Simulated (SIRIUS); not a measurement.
Set-up for a self-consistent single point of AlRu (Pm-3m, 2 atoms in the cell; from Materials Project mp-542569, changed as shown).

```
CELL_PARAMETERS angstrom
      2.98043     0.00000     0.00000
      0.00000     2.98043     0.00000
      0.00000     0.00000     2.98043
ATOMIC_POSITIONS crystal
  Al 0.00000 0.00000 0.00000
  Ru 0.50000 0.50000 0.50000
```

Level of theory: LDA (PW92), PseudoDojo 0.4 standard norm-conserving LDA (tails mended) pseudopotentials (plane waves; SIRIUS 7.12.0).

SIRIUS settings:

```
key                                                                                                           value
--------------------------------------  ---------------------------------------------------------------------------
parameters.ngridk                                                                                          14 14 14
parameters.xc_functionals                                                                   [XC_LDA_X, XC_LDA_C_PW]
parameters.gk_cutoff                                                                                   9.381 1/bohr
parameters.pw_cutoff                                                                                  18.762 1/bohr
parameters.smearing                                                                                     fermi_dirac
parameters.smearing_width                                                                             0.00367493 Ha
potentials                              PseudoDojo 0.4 standard norm-conserving LDA (tails mended) pseudopotentials
parameters.electronic_structure_method                                                              pseudopotential
parameters.num_bands                                                                                             14
parameters.num_mag_dims                                                                                           0
parameters.num_dft_iter                                                                                         100
parameters.energy_tol                                                                                      1e-07 Ha
parameters.density_tol                                                                                        1e-06
mixer.type                                                                                                 anderson
mixer.beta                                                                                                      0.7
mixer.use_hartree                                                                                             false
```

Results:

| Quantity | Value |
|---|---|
| Number of valence electrons | 19 |
| Number of bands | 14 |
| Number of k-points after the program's reduction | 120 |
| Number of plane waves (most at a k-point) | 2517 |
| Number of SCF iterations | 22 |
| FFT grid | 36 × 36 × 36 |
| Free energy E − TS | -2817.5803 eV |
| Fermi level (on the code's own zero) | 16.14 eV |
| Pressure | -6.02 GPa |

Stress (GPa, positive for compression):
```
-6.02   0.00   0.00
 0.00  -6.02   0.00
 0.00   0.00  -6.02
```

For comparison: a first run was changed to give this one (lattice scaled by 0.98), and from it to this one the free energy goes down by 60.3 meV/atom and the pressure goes from -16.74 to -6.02 GPa.

The structure comes from a collection of computed structures, made at another level of theory; the collection holds predicted forms beside known ones. Its lattice was then scaled.

Cost on one core: roughly 50 core-seconds.

“Tails mended”: in these copies of the files the far tail of each local potential was reset to the Coulomb form.
